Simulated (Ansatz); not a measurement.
Geometry optimisation in Ansatz: input, command and trajectory.

```yaml
crystal:
  lattice:
    - [1.803743946, 1.0413920528, 8.361268149]
    - [-1.803743946, 1.0413920528, 8.361268149]
    - [0.0, -2.0827841055, 8.361268149]
  atoms:
    - { symbol: Si, position: [0.4, 0.4, 0.4] }
    - { symbol: Si, position: [0.6, 0.6, 0.6] }
    - { symbol: S, position: [0.0, 0.0, 0.0] }
    - { symbol: S, position: [0.2095, 0.2095, 0.2095] }
    - { symbol: S, position: [0.7905, 0.7905, 0.7905] }
basis:
  ecutwfc: 500
kpoints:
  mp_grid: { grid: [6, 6, 6] }
hamiltonian:
  xc: r2scan
scf:
  occupations: { method: gaussian, width: 0.1 }
  lower_state_search: "off"
output:
  forces: true
  stress: true
  eigenvalues: true
relax:
  adjacent_minimum: "off"
  f_tol: 0.04
  max_steps: 70
  cell: { stress_tol: 0.4 }
```

```bash
ansatz run input.yaml --threads 1 --pin off --max-ram 2560MiB --backend cpu --events-out ev --progress --plain --runs-dir out
```

These are results of Ansatz, DFT r2SCAN, scalar-relativistic, plane waves, PAW, not measurements.

Of 7 frames 6 are shown, positions in Å and forces in eV/Å; the SCF threshold varies from step to step. Steps run on the plane waves of an earlier cell, with a Pulay correction in the pressure. The basis is chosen afresh for the last frame, the zero of the energies, and at times for earlier ones too; energy and pressure step there, also at an unchanged geometry. The end is built of layers, and without a dispersion correction their distances are poorly fixed.

```xyz
5
Lattice="1.8037 1.0414 8.3613 -1.8037 1.0414 8.3613 0.0000 -2.0828 8.3613" Properties=species:S:1:pos:R:3:forces:R:3 pbc="T T T" step=1 free_energy_over_end_meV_per_atom=297.71 pressure_GPa=-11.24
Si    0.0000    0.0000   10.0335    0.0000    0.0000    0.9186
Si    0.0000    0.0000   15.0503    0.0000    0.0000   -0.9186
S     0.0000    0.0000    0.0000    0.0000    0.0000    0.0000
S     0.0000    0.0000    5.2551    0.0000    0.0000    2.6671
S     0.0000    0.0000   19.8287    0.0000    0.0000   -2.6671
5
Lattice="1.7782 1.0266 8.1494 -1.7782 1.0266 8.1494 0.0000 -2.0532 8.1494" Properties=species:S:1:pos:R:3:forces:R:3 pbc="T T T" step=2 free_energy_over_end_meV_per_atom=95.99 pressure_GPa=-6.42
Si    0.0000    0.0000    9.7521    0.0000    0.0000   -0.4442
Si    0.0000    0.0000   14.6962    0.0000    0.0000    0.4442
S     0.0000    0.0000    0.0000    0.0000    0.0000    0.0000
S     0.0000    0.0000    5.3116    0.0000    0.0000    1.0705
S     0.0000    0.0000   19.1367    0.0000    0.0000   -1.0705
5
Lattice="1.7296 0.9986 8.0969 -1.7296 0.9986 8.0969 0.0000 -1.9972 8.0969" Properties=species:S:1:pos:R:3:forces:R:3 pbc="T T T" step=3 free_energy_over_end_meV_per_atom=14.51 pressure_GPa=1.69
Si    0.0000    0.0000    9.5412    0.0000    0.0000    0.0072
Si    0.0000    0.0000   14.7494    0.0000    0.0000   -0.0072
S     0.0000    0.0000    0.0000    0.0000    0.0000    0.0000
S     0.0000    0.0000    5.4659    0.0000    0.0000    0.0286
S     0.0000    0.0000   18.8248    0.0000    0.0000   -0.0286
5
Lattice="1.7361 1.0024 8.5041 -1.7361 1.0024 8.5041 0.0000 -2.0047 8.5041" Properties=species:S:1:pos:R:3:forces:R:3 pbc="T T T" step=4 free_energy_over_end_meV_per_atom=2.74 pressure_GPa=-0.69
Si    0.0000    0.0000    9.9705    0.0000    0.0000    0.0039
Si    0.0000    0.0000   15.5417    0.0000    0.0000   -0.0039
S     0.0000    0.0000    0.0000    0.0000    0.0000    0.0000
S     0.0000    0.0000    5.8393    0.0000    0.0000    0.0407
S     0.0000    0.0000   19.6729    0.0000    0.0000   -0.0407
5
Lattice="1.7189 0.9924 8.6927 -1.7189 0.9924 8.6927 0.0000 -1.9848 8.6927" Properties=species:S:1:pos:R:3:forces:R:3 pbc="T T T" step=5 free_energy_over_end_meV_per_atom=0.23 pressure_GPa=0.44
Si    0.0000    0.0000   10.1719    0.0000    0.0000   -0.0581
Si    0.0000    0.0000   15.9061    0.0000    0.0000    0.0581
S     0.0000    0.0000    0.0000    0.0000    0.0000    0.0000
S     0.0000    0.0000    6.0068    0.0000    0.0000   -0.0246
S     0.0000    0.0000   20.0712    0.0000    0.0000    0.0246
5
Lattice="1.7209 0.9936 8.7494 -1.7209 0.9936 8.7494 0.0000 -1.9871 8.7494" Properties=species:S:1:pos:R:3:forces:R:3 pbc="T T T" step=7 free_energy_over_end_meV_per_atom=0.00 pressure_GPa=0.17
Si    0.0000    0.0000   10.2240    0.0000    0.0000    0.0222
Si    0.0000    0.0000   16.0243    0.0000    0.0000   -0.0222
S     0.0000    0.0000    0.0000    0.0000    0.0000    0.0000
S     0.0000    0.0000    6.0648    0.0000    0.0000    0.0127
S     0.0000    0.0000   20.1835    0.0000    0.0000   -0.0127
```

The start puts this composition into another compound's structure type, which needn't suit it. At the end the space group is R-3m (tolerance 0.05 Å).

Time: 73 s on 1 thread of Arm Neoverse V2 (shared host), peak memory 0.59 GiB.

The k mesh is coarse.